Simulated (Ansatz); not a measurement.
Here is the system:

NbPd:
```cif
data_Nb3Pd3
_chemical_formula_sum 'Nb3 Pd3'
_space_group_name_H-M_alt 'R-3m :H'
_space_group_IT_number 166
_space_group_name_Hall '-R 3 2"'
_cell_length_a 2.81256
_cell_length_b 2.81256
_cell_length_c 13.94496
_cell_angle_alpha 90.000
_cell_angle_beta 90.000
_cell_angle_gamma 120.000
loop_
_atom_site_label
_atom_site_type_symbol
_atom_site_symmetry_multiplicity
_atom_site_Wyckoff_symbol
_atom_site_fract_x
_atom_site_fract_y
_atom_site_fract_z
_atom_site_occupancy
Nb1 Nb 3 a 0.00000 0.00000 0.00000 1
Pd1 Pd 3 b 0.00000 0.00000 0.50000 1
```
(The calculation used a cell of 2 atoms; values per cell refer to that cell.)

This is the PBEsol-relaxed structure.

Q: All from plane-wave PAW PBEsol (Ansatz code), unless another level is named. Predict the formation energy from the elements (no fitted shifts).

A: -0.15 eV/atom.

Q: What about the density of states at the Fermi level?

A: 0.82 states/eV per atom (mean over ±0.08 eV).

The first step of the workflow began from a Materials Project structure, measured or hypothetical; the Crystallography Open Database copy checked does not list it. With Nb and Pd taken as one species the cell has the higher symmetry Fm-3m, so it may be an ordered model of a mixed-site phase. Its standing as an ambient phase is unchecked. The cell was relaxed with PBEsol under the symmetry of its start; whether a distortion lowers the energy is not shown. The run is not spin-polarised. The references are the lowest solids computed at this level, not always the standard phases. Spin–orbit coupling is left out wherever it is not named.

Potentials: the later of the program's two PAW sets.
